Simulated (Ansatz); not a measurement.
Values for one crystal, relaxed and computed with DFT-PBE in the program Ansatz with PAW potentials; other levels are named.

```yaml
volume_per_atom: 13.73 Å³
band_gap: 2.91 eV (indirect)
Pressure derivative B′: 4.8
electron_effective_mass: 0.38 mₑ (isotropic)
Hole effective mass with spin–orbit coupling: 2.1, 2.1, 7.6 mₑ (principal values)
valence_band_maximum: at W
hole_effective_mass: 2.1, 2.1, 7.4 mₑ (principal values)
```

Problem. Which compound is it?
A) CaF2, P6_3/mmc (Ca on 2c, F on 4f)
B) LiF, P6_3/mmc (Li on 2d, F on 2c)
C) CdF2, fluorite
D) CdTe, zinc blende

Solution. C, CdF2, fluorite

Space group Fm-3m (fluorite). The PBE relaxation kept the symmetry of its start. Spin–orbit coupling is left out wherever it is not named.

Potentials: the earlier of the program's two PAW sets.
